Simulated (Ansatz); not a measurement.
# Trial structures of Li3Tm: starts and ends

Computed with DFT PBE, scalar-relativistic, plane waves, PAW, and for the lanthanide a 4f-in-core norm-conserving potential, in Ansatz. Settings: cutoff 690 eV, Γ-centred meshes spaced at most about 0.3 Å⁻¹, and about 0.25 Å⁻¹ or finer for metals (2π included), Gaussian smearing. No spin polarisation in the final relaxations.

Each guess was relaxed in cell and atoms at zero pressure, within the symmetry of its start. All energies are static (0 K, no zero-point motion). Coordination counts all near atoms (those within 1.25 times the shortest distance at each site; a plus sign parts nearer from farther groups; a slash parts the counts of unlike sites).

```csv
guess,made from,start group,V start (Å³/atom),end group,V end (Å³/atom),coordination at the end,gap on mesh (eV),E over the lowest end (meV/atom)
1,random cell,P4/mmm,15.5,P4/mmm,22.2,"Li 8+4/13, Tm 14",0,0
2,Sc3Al type,Pm-3m,17.7,Pm-3m (Cu3Au (L1_2)),23.7,"Li 12, Tm 12",0,144
3,random cell,Im-3m,16.8,Im-3m,22.4,"Li 6, Tm 6",0,340
4,ErMg3 type,Fm-3m,18.2,Fm-3m (BiF3 (D0_3)),22.6,"Li 8+6, Tm 8+6",0,120
5,random cell,P6/mmm,16.4,?,?,?,?,?
```

Guess 5 as it starts:

Space group P6/mmm (No. 191). a = 4.288 Å, b = 4.288 Å, c = 4.119 Å, α = 90.00°, β = 90.00°, γ = 120.00°
```
atom  site  symmetry       x       y       z
  Li    3g       mmm  0.5000  0.0000  0.5000
  Tm    1a     6/mmm  0.0000  0.0000  0.0000
```

Problem. Fill in the missing row: what does this guess relax into, and where does it rank?

Solution. It ends in space group P6/mmm (No. 191), with a = 5.822 Å, c = 3.165 Å, 23.2 Å³/atom and no gap. It lies 56 meV/atom over the lowest end, above guess 1 and below guess 4. Counting all near atoms, this end has Li 10, Tm 14 and the lowest (guess 1) has Li 8+4/13, Tm 14.

```
CELL_PARAMETERS angstrom
5.82242 0.00000 0.00000
-2.91121 5.04236 0.00000
0.00000 0.00000 3.16489
ATOMIC_POSITIONS crystal
Li 0.50000 0.00000 0.50000
Li 0.00000 0.50000 0.50000
Li 0.50000 0.50000 0.50000
Tm 0.00000 0.00000 0.00000
```

The zero of energy is the elements' standard structures at the same level; no fitted shifts are applied.

Problem. Is the lowest end bound against the elements?

Solution. No: its formation energy is +0.12 eV/atom. It can't be a ground state, since the elements alone are lower.

Cells relaxed within their symmetry can be saddle points. A lower structure may well exist outside this small set. Some types were kept out of the candidates beforehand, so the set may lack a known form.

The lanthanide is trivalent by construction, without f bands, f moments or other valences. The reference runs of the other elements, and any phases without the lanthanide, used 420 eV, which shifts energies against them by under 10 meV/atom. The lanthanide's reference is the lowest of its hcp, dhcp and fcc cells.
